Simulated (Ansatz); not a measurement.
Geometry optimisation in Ansatz: input, command and trajectory.

```yaml
crystal:
  lattice:
    - [4.091535497, 0.0, 0.0]
    - [-2.0457677485, 3.5433736809, 0.0]
    - [0.0, 0.0, 4.934851206]
  atoms:
    - { symbol: Ga, position: [0.0, 0.0, 0.0] }
    - { symbol: Ga, position: [0.3333333333, 0.6666666667, 0.6402816354] }
    - { symbol: Ga, position: [0.6666666667, 0.3333333333, 0.3597183646] }
    - { symbol: Ni, position: [0.3333333333, 0.6666666667, 0.1404930745] }
    - { symbol: Ni, position: [0.6666666667, 0.3333333333, 0.8595069255] }
basis:
  ecutwfc: 420
kpoints:
  mp_grid: { grid: [12, 12, 8] }
hamiltonian:
  xc: pbesol
scf:
  occupations: { method: gaussian, width: 0.1 }
output:
  forces: true
  stress: true
  eigenvalues: true
relax:
  adjacent_minimum: "off"
  f_tol: 0.01
  max_steps: 30
  cell: { stress_tol: 0.1, fix: [volume] }
```

```bash
ansatz run input.yaml --threads 1 --pin off --max-ram 2560MiB --backend cpu --events-out ev --progress --plain --runs-dir out
```

The calculation used DFT PBEsol, scalar-relativistic, plane waves, PAW in Ansatz 0.2.0.

The volume is held at 1.06 times that of the relaxed cell.

Of 4 frames 3 are shown, positions in Å and forces in eV/Å; the SCF threshold varies from step to step. Steps run on the plane waves of an earlier cell, with a Pulay correction in the pressure. The basis is chosen afresh for the last frame, the zero of the energies, and at times for earlier ones too; energy and pressure step there, also at an unchanged geometry. Spin polarisation was left out; whether the Ni atoms would carry moments isn't shown by this run.

```xyz
5
Lattice="4.0915 0.0000 0.0000 -2.0458 3.5434 0.0000 0.0000 0.0000 4.9349" Properties=species:S:1:pos:R:3:forces:R:3 pbc="T T T" step=1 free_energy_over_end_meV_per_atom=0.09 pressure_GPa=-7.26
Ga    0.0000    0.0000    0.0000    0.0000    0.0000    0.0000
Ga    0.0000    2.3622    3.1597    0.0000    0.0000    0.0260
Ga    2.0458    1.1811    1.7752    0.0000    0.0000   -0.0260
Ni    0.0000    2.3622    0.6933    0.0000    0.0000   -0.0493
Ni    2.0458    1.1811    4.2415    0.0000    0.0000    0.0493
5
Lattice="4.0931 0.0000 0.0000 -2.0466 3.5448 0.0000 0.0000 0.0000 4.9310" Properties=species:S:1:pos:R:3:forces:R:3 pbc="T T T" step=2 free_energy_over_end_meV_per_atom=0.03 pressure_GPa=-7.24
Ga    0.0000    0.0000    0.0000    0.0000    0.0000    0.0000
Ga    0.0000    2.3632    3.1575    0.0000    0.0000    0.0152
Ga    2.0466    1.1816    1.7736    0.0000    0.0000   -0.0152
Ni    0.0000    2.3632    0.6907    0.0000    0.0000   -0.0323
Ni    2.0466    1.1816    4.2403    0.0000    0.0000    0.0323
5
Lattice="4.0950 0.0000 0.0000 -2.0475 3.5464 0.0000 0.0000 0.0000 4.9265" Properties=species:S:1:pos:R:3:forces:R:3 pbc="T T T" step=4 free_energy_over_end_meV_per_atom=0.00 pressure_GPa=-7.19
Ga    0.0000    0.0000    0.0000    0.0000    0.0000    0.0000
Ga    0.0000    2.3642    3.1546    0.0000    0.0000   -0.0014
Ga    2.0475    1.1821    1.7719    0.0000    0.0000    0.0014
Ni    0.0000    2.3642    0.6861    0.0000    0.0000    0.0017
Ni    2.0475    1.1821    4.2404    0.0000    0.0000   -0.0017
```

Time: 2.7 min on 1 thread of Arm Neoverse N1 (shared host), peak memory 0.58 GiB.